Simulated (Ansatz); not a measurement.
MgTiNO in space group P4/nmm (No. 129; Ti on 2c, N on 2c, Mg on 2c, O on 2c) at seven volumes, the program Ansatz at the PBE level (PAW), shape and atoms relaxed at each. One row is withheld.

| V (Å³/atom) | P (GPa) |
|---|---|
| 8.802 | 22.67 |
| 9.092 | ? |
| 9.382 | 6.31 |
| 9.672 | -0.01 |
| 9.962 | -5.28 |
| 10.252 | -9.64 |
| 10.542 | -13.08 |

Task: Fit the shown pressures and predict the withheld one.

Result: P = (3/2)B₀(x^(7/2) − x^(5/2))[1 + (3/4)(B′ − 4)(x − 1)] with x = (V₀/V)^(2/3). Least squares on the six rows gives V₀ = 9.671 Å³/atom, B₀ = 190 GPa, B′ = 5.06. At V = 9.092, x = 1.0420 and P = 13.72 GPa. The run itself gave 13.80 GPa.

The start of the workflow was typed in or built on a structure type; neither database checked (COD, Materials Project) lists it. Its standing as an ambient phase is unchecked. Symmetry was held in the PBE relaxation; whether a distortion lowers the energy is not shown. The workflow began spin-polarised and lost its moments.

Potentials: the earlier of the program's two PAW sets.
